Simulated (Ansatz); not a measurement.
Given:

ReC:
```
CELL_PARAMETERS angstrom
      2.66939     0.00000     0.00000
      0.00000     2.66939     0.00000
      0.00000     0.00000     2.66939
ATOMIC_POSITIONS crystal
  Re 0.00000 0.00000 0.00000
  C  0.50000 0.50000 0.50000
```

This is the PBEsol-relaxed structure.

**Question.** All from plane-wave PAW PBEsol (Ansatz code), unless another level is named. Predict the electronic character.

**Answer.** metallic (no gap).

**Question.** Predict the density of states at the Fermi level.

**Answer.** 0.50 states/eV per atom (mean over ±0.08 eV).

**Question.** Predict the formation energy from the elements (no fitted shifts).

**Answer.** 0.97 eV/atom.

**Question.** Next, the gap with spin–orbit coupling?

**Answer.** none (metallic).

Space group Pm-3m (CsCl type). The cell is a constructed one: a structure type filled with these elements; neither database checked (COD, Materials Project) lists it. Whether it is the stable phase at ambient conditions was not checked. The cell was relaxed with PBEsol under the symmetry of its start. At this level the phase is dynamically unstable (imaginary phonons). The run is not spin-polarised. The references are the lowest solids computed at this level, not always the standard phases. Scalar-relativistic: spin–orbit coupling is off unless named, which matters more the heavier the elements.

Potentials: the later of the program's two PAW sets.
